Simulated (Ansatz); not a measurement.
BaMgF4 in space group Cmc2_1 (No. 36; Pearson symbol oS24), DFT-r²SCAN in the program Ansatz with PAW potentials. The conduction-band minimum lies at Γ, with 1 equivalent valley. Second derivatives d²E/dk² of the lowest band at one valley (eV·Å²), along Cartesian directions:

| direction | d²E/dk² |
|---|---|
| [100] | 13.13 |
| [010] | 15.51 |
| [001] | 14.24 |
| [110] | 14.32 |
| [101] | 13.69 |
| [011] | 14.87 |

Q: Find the principal effective masses, the density-of-states mass and the conductivity mass.

A: Off-diagonal terms follow from H_xy = H[110] − (H_xx + H_yy)/2, and m*/mₑ = 7.620 eV·Å² over each eigenvalue: 0.49, 0.54, 0.58. One valley's DOS mass (m₁m₂m₃)^(1/3) = 0.53, conductivity mass 3/(Σ 1/mᵢ) = 0.53 mₑ.

Q: What effective density of states Nc follows at 300 K for parabolic valleys?

A: Nc = 2.509e19 × 1 × (0.53)^(3/2) ≈ 9.7e18 cm⁻³.

The workflow started from a Materials Project entry (that database holds measured and hypothetical structures alike); the Crystallography Open Database files this formula in space group No. 36, but the cells were not matched. Whether it is the stable phase at ambient conditions was not checked. Symmetry was held in the r²SCAN relaxation; its stability against distortions is not shown here. Spin–orbit coupling is left out wherever it is not named.

Potentials: the earlier of the program's two PAW sets. The files were generated under PBE; for other functionals the program regenerates the frozen cores, and for LDA and PBEsol the local potential too.

Edges and masses are those of Kohn–Sham bands, whose gap is no quasiparticle gap.
